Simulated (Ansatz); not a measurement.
A relaxation computed with Ansatz, from input to last step.

```yaml
crystal:
  lattice:
    - [3.1283147, 3.1283147, 6.2566294]
    - [-3.1283147, -3.1283147, 6.2566294]
    - [9.3849441, -6.2566294, 3.1283147]
  atoms:
    - { symbol: C, position: [0.4740079898, 0.3748146023, 0.8013546038] }
    - { symbol: Si, position: [0.002956058, 0.995198311, 0.0017366103] }
    - { symbol: Si, position: [0.9016407012, 0.501308761, 0.1957064235] }
    - { symbol: Si, position: [0.7736287336, 0.8753105516, 0.2014796219] }
    - { symbol: Si, position: [0.8754609333, 0.3725224517, 0.9989598638] }
    - { symbol: Sn, position: [0.2049815436, 0.999107863, 0.5971601253] }
    - { symbol: Sn, position: [0.1003707841, 0.5031704127, 0.8021303515] }
    - { symbol: Sn, position: [0.5972189766, 0.9972969351, 0.8021726468] }
    - { symbol: Sn, position: [0.4056846047, 0.9959917837, 0.1984260481] }
    - { symbol: Sn, position: [0.3014082486, 0.5006423411, 0.40117352] }
    - { symbol: Sn, position: [0.8015961302, 0.0023729419, 0.3988839339] }
    - { symbol: Sn, position: [0.7009351792, 0.5011349645, 0.5995480627] }
    - { symbol: Sn, position: [0.5006380412, 0.5002967366, 0.9979096008] }
    - { symbol: Sn, position: [0.5739733285, 0.8701436231, 0.5976157361] }
    - { symbol: Sn, position: [0.9816193812, 0.8720651092, 0.7986617855] }
    - { symbol: Sn, position: [0.3772944272, 0.8748807172, 0.9995723731] }
    - { symbol: Sn, position: [0.6752462638, 0.3721878165, 0.3992827155] }
    - { symbol: Sn, position: [0.1787339029, 0.8728016559, 0.3966444348] }
    - { symbol: Sn, position: [0.0742201551, 0.3752683434, 0.5970073698] }
    - { symbol: Sn, position: [0.2775434617, 0.3740871539, 0.1966947576] }
  symmetry: { detect: false }
basis:
  ecutwfc: 420
kpoints:
  mp_grid: { grid: [2, 2, 2], shift: [0.5, 0.5, 0.5] }
hamiltonian:
  xc: pbe
scf:
  occupations: { method: gaussian, width: 0.1 }
  lower_state_search: "off"
output:
  forces: true
  stress: true
  eigenvalues: true
relax:
  adjacent_minimum: "off"
  f_tol: 0.04
  max_steps: 50
  cell: { stress_tol: 0.3 }
```

```bash
ansatz run input.yaml --threads 4 --pin off --max-ram 9216MiB --backend cpu --events-out ev --progress --plain --runs-dir out
```

Method: DFT PBE, scalar-relativistic, plane waves, PAW in Ansatz.

Of 8 frames 7 are shown, positions in Å and forces in eV/Å; the SCF threshold varies from step to step. Steps run on the plane waves of an earlier cell, with a Pulay correction in the pressure. The basis is chosen afresh for the last frame, the zero of the energies, and at times for earlier ones too; energy and pressure can step there, also at an unchanged geometry. Where two frames share a geometry here, they differ by under 2 meV/atom and 0.3 GPa.

```xyz
20
Lattice="3.1283 3.1283 6.2566 -3.1283 -3.1283 6.2566 9.3849 -6.2566 3.1283" Properties=species:S:1:pos:R:3:forces:R:3 pbc="T T T" step=1 free_energy_over_end_meV_per_atom=226.64 pressure_GPa=2.39
C     7.8310   -4.7035    7.8177   -0.0205    0.0058    0.1296
Si   -3.0877   -3.1149    6.2505   -0.1346   -1.1738   -0.0882
Si    3.0891    0.0279    9.3900   -0.8879   -0.1253   -0.1867
Si    1.5728   -1.5787   10.9471   -0.0031    1.3654    0.1863
Si   10.9485   -4.6768   10.9332    1.1240    0.0442    0.1214
Sn    3.1200   -6.2205    9.4016   -0.2431   -0.2829   -0.3268
Sn    6.2679   -6.2787    6.2854    2.3762    1.2717    0.0919
Sn    6.2768   -6.2705   12.4857   -1.7747   -0.8867    1.7147
Sn    0.0156   -3.0881    9.3905    0.6118    0.5909    0.8024
Sn    3.1417   -3.1333    6.2731   -0.3558    0.2928   -0.3503
Sn    6.2437    0.0046    6.2780   -0.4297    0.9912   -1.1124
Sn    6.2518   -3.1261    9.3965    1.5873   -1.3322   -1.9546
Sn    9.3664   -6.2425    9.3843   -0.7489    2.4341   -0.8218
Sn    4.6821   -4.6656   10.9048    0.0613   -0.1987    0.7904
Sn    7.8381   -4.6542   14.0963    0.3509   -1.3131    1.0146
Sn    7.8243   -7.8106   10.9614   -0.6998   -0.9687   -0.9428
Sn    4.6953   -1.5501    7.8025   -0.9731    0.6865    1.2208
Sn    1.5512   -4.6529    7.8199    0.0164   -0.2260    0.1285
Sn    4.6611   -4.6770    4.6799    0.6550   -0.2350    0.2986
Sn    1.5439   -1.5327    4.6923   -0.5118   -0.9404   -0.7157
20
Lattice="3.1519 3.1612 6.2846 -3.1718 -3.1618 6.2949 9.4403 -6.2830 3.1303" Properties=species:S:1:pos:R:3:forces:R:3 pbc="T T T" step=2 free_energy_over_end_meV_per_atom=92.63 pressure_GPa=-0.18
C     7.8687   -4.7200    7.8551    0.0669    0.1901    0.0953
Si   -3.1410   -3.2330    6.2864    0.1083   -0.8909   -0.0018
Si    3.0350    0.0288    9.4247   -0.7538    0.0649   -0.0668
Si    1.5624   -1.4910   11.0109   -0.2313    0.9708    0.1055
Si   11.0810   -4.6816   10.9795    0.8025    0.0313    0.0160
Sn    3.1061   -6.2840    9.4289    0.2051   -0.1380   -0.0553
Sn    6.4571   -6.2391    6.3327    1.2197    0.4454    0.7137
Sn    6.1729   -6.3843   12.6620   -0.8432   -1.0569    1.0413
Sn    0.0313   -3.0703    9.4950    0.2185    0.3780    0.3301
Sn    3.1276   -3.1312    6.2806   -0.0957    0.0562   -0.0478
Sn    6.2451    0.0854    6.2342   -0.5214    0.5306   -0.3950
Sn    6.3905   -3.2336    9.3074    1.0525   -1.1243   -1.0270
Sn    9.3605   -6.1055    9.3619   -0.7380    1.0678   -0.5995
Sn    4.7018   -4.7028   10.9969    0.1674   -0.0029    0.1054
Sn    7.9074   -4.7528   14.2128    0.5488   -0.5450    0.0927
Sn    7.7989   -7.9060   10.9474   -0.4056   -0.0811   -0.3910
Sn    4.6570   -1.5002    7.9108   -0.2914    0.4137    0.3866
Sn    1.5370   -4.6968    7.8655   -0.1082    0.0220   -0.0173
Sn    4.7221   -4.7275    4.7137    0.2055   -0.3498    0.0945
Sn    1.4976   -1.5929    4.6664   -0.6064    0.0180   -0.3797
20
Lattice="3.2537 3.2248 6.1709 -3.1591 -3.1749 6.0987 9.6152 -6.3594 3.1134" Properties=species:S:1:pos:R:3:forces:R:3 pbc="T T T" step=3 free_energy_over_end_meV_per_atom=26.20 pressure_GPa=-1.17
C     8.0723   -4.7746    7.7498    0.1320    0.2218    0.1401
Si   -3.1046   -3.3596    6.1304    0.1858   -0.3846   -0.1673
Si    3.0630    0.1139    9.2033   -0.2714    0.0420   -0.0720
Si    1.6343   -1.3210   10.6971   -0.2188    0.3506    0.2009
Si   11.4338   -4.7209   10.7811    0.4221   -0.0183    0.0559
Sn    3.3494   -6.3968    9.1561    0.0521   -0.0654    0.0370
Sn    6.7966   -6.3565    6.2777    0.5737    0.5355    0.5847
Sn    6.3048   -6.5043   12.4891   -0.6224   -0.7139    0.5949
Sn    0.1168   -2.9790    9.2362    0.0707    0.0809    0.1064
Sn    3.2127   -3.1155    6.0488   -0.0261   -0.0146    0.0432
Sn    6.3061    0.2454    6.0645   -0.1787    0.1271   -0.0514
Sn    6.6392   -3.2997    9.0734    0.5725   -0.7124   -0.5403
Sn    9.5424   -6.0424    9.2480   -0.7114    0.5650   -0.6428
Sn    4.8689   -4.7291   10.8046    0.0409    0.0673   -0.0244
Sn    8.2761   -4.9304   13.9035    0.1661   -0.1199    0.0585
Sn    7.9225   -7.9649   10.6836   -0.1183   -0.0219   -0.1097
Sn    4.7431   -1.4439    7.7702    0.0015    0.0692    0.0301
Sn    1.6445   -4.7405    7.6815   -0.0215    0.0138   -0.0517
Sn    4.9442   -4.8806    4.6657    0.0438   -0.0443   -0.0583
Sn    1.4305   -1.5216    4.5136   -0.0926    0.0222   -0.1337
20
Lattice="3.2016 3.1837 6.1182 -3.1488 -3.1579 6.0790 9.4877 -6.2841 3.0760" Properties=species:S:1:pos:R:3:forces:R:3 pbc="T T T" step=4 free_energy_over_end_meV_per_atom=3.36 pressure_GPa=-0.03
C     7.9635   -4.6906    7.7041   -0.2663   -0.2730   -0.0821
Si   -3.0806   -3.3781    6.0994    0.0587   -0.0345    0.0950
Si    2.9643    0.0981    9.1316   -0.0405   -0.0203   -0.0029
Si    1.5571   -1.2800   10.6432   -0.0388    0.0691   -0.0236
Si   11.2888   -4.6601   10.6943   -0.0583    0.0992   -0.0530
Sn    3.2919   -6.3625    9.1072    0.0674   -0.0447    0.0162
Sn    6.7888   -6.1943    6.3446    0.0756   -0.1370   -0.1777
Sn    6.0838   -6.5629   12.4973    0.3364    0.3223   -0.3643
Sn    0.0846   -2.9404    9.1980   -0.0170    0.0534   -0.0306
Sn    3.1493   -3.0911    6.0031   -0.0331   -0.0290    0.0145
Sn    6.1809    0.2540    5.9947    0.0104    0.0711   -0.0226
Sn    6.6287   -3.4035    8.9232   -0.2801    0.2548    0.3368
Sn    9.2632   -5.8812    9.0686    0.3089   -0.1666    0.4222
Sn    4.8090   -4.6876   10.7463    0.0055   -0.0769    0.0265
Sn    8.1598   -4.9178   13.7735    0.0177   -0.1017    0.0951
Sn    7.7593   -7.8664   10.5934   -0.1418    0.0025   -0.0653
Sn    4.6872   -1.4488    7.7394    0.0425   -0.0589   -0.0531
Sn    1.5923   -4.7067    7.6407   -0.0290    0.0022   -0.0158
Sn    4.8811   -4.8715    4.6231    0.0793   -0.0525   -0.0163
Sn    1.3642   -1.4895    4.4755   -0.0976    0.1206   -0.0988
20
Lattice="3.1883 3.1852 6.1223 -3.1393 -3.1665 6.0885 9.3925 -6.2359 3.0800" Properties=species:S:1:pos:R:3:forces:R:3 pbc="T T T" step=5 free_energy_over_end_meV_per_atom=2.47 pressure_GPa=0.22
C     7.7751   -4.7160    7.7202    0.6265    0.2395    0.0844
Si   -3.0464   -3.4185    6.1359   -0.0074    0.0295   -0.0072
Si    2.9482    0.1059    9.1203    0.0041   -0.0325    0.0094
Si    1.5268   -1.2491   10.6237    0.0269   -0.0365   -0.0255
Si   11.1838   -4.6090   10.7019    0.1213   -0.0384   -0.0397
Sn    3.2725   -6.3566    9.1079    0.0328   -0.0078   -0.0256
Sn    6.7641   -6.2036    6.3455   -0.3393   -0.0990   -0.0428
Sn    5.9988   -6.5279   12.5373   -0.0167    0.0044   -0.0303
Sn    0.0612   -2.9095    9.1767   -0.0090    0.0181    0.0066
Sn    3.1007   -3.0724    5.9864   -0.0264    0.0049   -0.0197
Sn    6.1181    0.3091    5.9837    0.0369   -0.0804    0.0157
Sn    6.5600   -3.3518    8.9979   -0.2832    0.0633    0.0651
Sn    9.1796   -5.8182    9.1424   -0.0333   -0.1071   -0.0467
Sn    4.7389   -4.6702   10.7745   -0.0082    0.0285    0.0471
Sn    8.1220   -4.9311   13.8034   -0.0974    0.0282   -0.0331
Sn    7.6256   -7.8031   10.5896   -0.0155   -0.0056    0.0501
Sn    4.6617   -1.4453    7.7185   -0.0124    0.0236    0.0091
Sn    1.5681   -4.6948    7.6409   -0.0181   -0.0125    0.0045
Sn    4.8771   -4.8470    4.6471    0.0270   -0.0217   -0.0127
Sn    1.3265   -1.4371    4.4526   -0.0087    0.0016   -0.0089
20
Lattice="3.2020 3.1744 6.1071 -3.1494 -3.1702 6.0787 9.4783 -6.2816 3.0838" Properties=species:S:1:pos:R:3:forces:R:3 pbc="T T T" step=6 free_energy_over_end_meV_per_atom=0.11 pressure_GPa=-0.09
C     7.9377   -4.7139    7.7272   -0.0150   -0.0208    0.0169
Si   -3.0592   -3.4152    6.1154    0.0158    0.0162    0.0043
Si    2.9617    0.0786    9.1053    0.0411    0.0070   -0.0084
Si    1.5490   -1.2824   10.6108   -0.0033   -0.0098   -0.0036
Si   11.2981   -4.6656   10.6925   -0.0609   -0.0162    0.0096
Sn    3.3057   -6.3877    9.0971    0.0088   -0.0090    0.0147
Sn    6.8053   -6.2296    6.3457    0.0437    0.0244    0.0502
Sn    6.0910   -6.5518   12.4969   -0.0280   -0.0111    0.0391
Sn    0.0713   -2.9349    9.1643    0.0016    0.0044    0.0029
Sn    3.1190   -3.1073    5.9670    0.0203    0.0096   -0.0086
Sn    6.1559    0.2681    5.9799    0.0127   -0.0097    0.0143
Sn    6.5827   -3.3830    8.9766    0.0739   -0.0418   -0.0294
Sn    9.2882   -5.8951    9.1352   -0.0325    0.0711   -0.0382
Sn    4.7793   -4.7055   10.7650   -0.0137   -0.0040   -0.0006
Sn    8.1840   -4.9691   13.7899    0.0086    0.0195   -0.0267
Sn    7.7189   -7.8660   10.5872   -0.0033   -0.0007   -0.0218
Sn    4.6744   -1.4731    7.7023   -0.0189   -0.0120   -0.0022
Sn    1.5891   -4.7235    7.6357   -0.0092   -0.0012   -0.0059
Sn    4.9142   -4.8803    4.6387   -0.0314   -0.0091   -0.0097
Sn    1.3438   -1.4640    4.4409   -0.0104   -0.0065    0.0030
20
Lattice="3.1983 3.1797 6.1098 -3.1453 -3.1662 6.0766 9.4586 -6.2724 3.0796" Properties=species:S:1:pos:R:3:forces:R:3 pbc="T T T" step=8 free_energy_over_end_meV_per_atom=0.00 pressure_GPa=0.00
C     7.9247   -4.7034    7.7253   -0.0089   -0.0017   -0.0189
Si   -3.0538   -3.4086    6.1149    0.0009    0.0054   -0.0092
Si    2.9620    0.0861    9.1037   -0.0062   -0.0002    0.0011
Si    1.5479   -1.2746   10.6115   -0.0010   -0.0007    0.0031
Si   11.2689   -4.6463   10.6929    0.0140   -0.0126   -0.0057
Sn    3.2934   -6.3841    9.0978   -0.0003    0.0031   -0.0057
Sn    6.7976   -6.2138    6.3471    0.0042    0.0129    0.0216
Sn    6.0774   -6.5333   12.4979    0.0092   -0.0012   -0.0069
Sn    0.0694   -2.9223    9.1611   -0.0013    0.0053   -0.0033
Sn    3.1126   -3.1002    5.9587   -0.0074   -0.0008    0.0067
Sn    6.1469    0.2721    5.9862    0.0024    0.0026   -0.0001
Sn    6.5759   -3.3845    8.9729   -0.0146   -0.0012    0.0027
Sn    9.2702   -5.8699    9.1299   -0.0059   -0.0135    0.0039
Sn    4.7645   -4.6977   10.7612   -0.0077    0.0001    0.0006
Sn    8.1726   -4.9458   13.7834   -0.0010   -0.0056    0.0017
Sn    7.6996   -7.8435   10.5770   -0.0017   -0.0001    0.0041
Sn    4.6647   -1.4744    7.7009    0.0097    0.0029    0.0007
Sn    1.5840   -4.7138    7.6326    0.0027   -0.0023    0.0038
Sn    4.8959   -4.8834    4.6357    0.0060    0.0018   -0.0018
Sn    1.3367   -1.4558    4.4376    0.0068    0.0057    0.0015
```

Time: 110 s on 4 threads of Arm Neoverse V2, on a shared host, peak memory 1.8 GiB.

The k mesh is coarse.